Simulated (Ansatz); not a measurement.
Cs$_{2}$P$_{2}$Pd in space group Cmcm (No. 63; Cs on 4c, Cs on 4c, P on 8g, Pd on 4a) at seven volumes, DFT-r²SCAN in the program Ansatz with PAW potentials, shape and atoms relaxed at each. One row is withheld.

```csv
V (Å³/atom),P (GPa)
29.322,2.64
30.289,1.58
31.255,0.71
32.222,0.00
33.189,-0.57
34.155,-1.01
35.122,?
```

**Question.** Fit the shown pressures and predict the withheld one.

**Answer.** P = (3/2)B₀(x^(7/2) − x^(5/2))[1 + (3/4)(B′ − 4)(x − 1)] with x = (V₀/V)^(2/3). Least squares on the six rows gives V₀ = 32.229 Å³/atom, B₀ = 21.0 GPa, B′ = 6.15. At V = 35.122, x = 0.9443 and P = -1.38 GPa. The run itself gave -1.36 GPa.

The first step of the workflow began from a Materials Project structure, measured or hypothetical; the Crystallography Open Database copy checked does not list it. Its standing as an ambient phase is unchecked. Symmetry was held in the r²SCAN relaxation; whether a distortion lowers the energy is not shown. No spin polarisation was allowed. Spin–orbit coupling is left out wherever it is not named.

Potentials: the later of the program's two PAW sets.
